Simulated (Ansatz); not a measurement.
BaTiO₃:
```xyz
5
Lattice="3.9729 0.0000 0.0000 0.0000 3.9729 0.0000 0.0000 0.0000 4.1121" Properties=species:S:1:pos:R:3 pbc="T T T"
Ba     1.9865     1.9865     2.4055
Ti     0.0000     0.0000     0.4237
O      0.0000     1.9865     0.2588
O      1.9865     0.0000     0.2588
O      0.0000     0.0000     2.2455
```

Relaxed with r²SCAN. Special points in fractions of this cell's reciprocal vectors: Γ (0.000, 0.000, 0.000); X (0.000, 0.500, 0.000); M (0.500, 0.500, 0.000); Z (0.000, 0.000, 0.500); R (0.000, 0.500, 0.500); A (0.500, 0.500, 0.500).

Problem. List the band energies nearest the valence-band maximum at these points for r²SCAN with spin–orbit coupling (plane waves, PAW; program Ansatz).

Solution. In eV from the valence-band maximum; about four levels below and three above (degenerate sets whole), none deeper than 8.9 eV; points with the same levels are listed once.

| k | below | above |
|---|---|---|
| Γ | -0.48 -0.48 -0.43 -0.43 | 2.23 2.23 2.70 2.70 |
| X | -1.37 -1.37 -1.17 -1.17 | 2.79 2.79 3.90 3.90 |
| M | -1.02 -1.02 -0.04 -0.04 | 4.01 4.01 4.03 4.03 |
| Z | -0.74 -0.74 -0.70 -0.70 | 2.34 2.34 3.90 3.90 |
| R | -0.97 -0.97 -0.38 -0.38 | 3.93 3.93 3.95 3.95 |
| A | -0.34 -0.34 0.00 0.00 | 4.50 4.50 4.51 4.51 |

Space group P4mm. Symmetry was held in the r²SCAN relaxation. At this level the phase is dynamically unstable (imaginary phonons). No spin polarisation was allowed.

Potentials: the earlier of the program's two PAW sets.
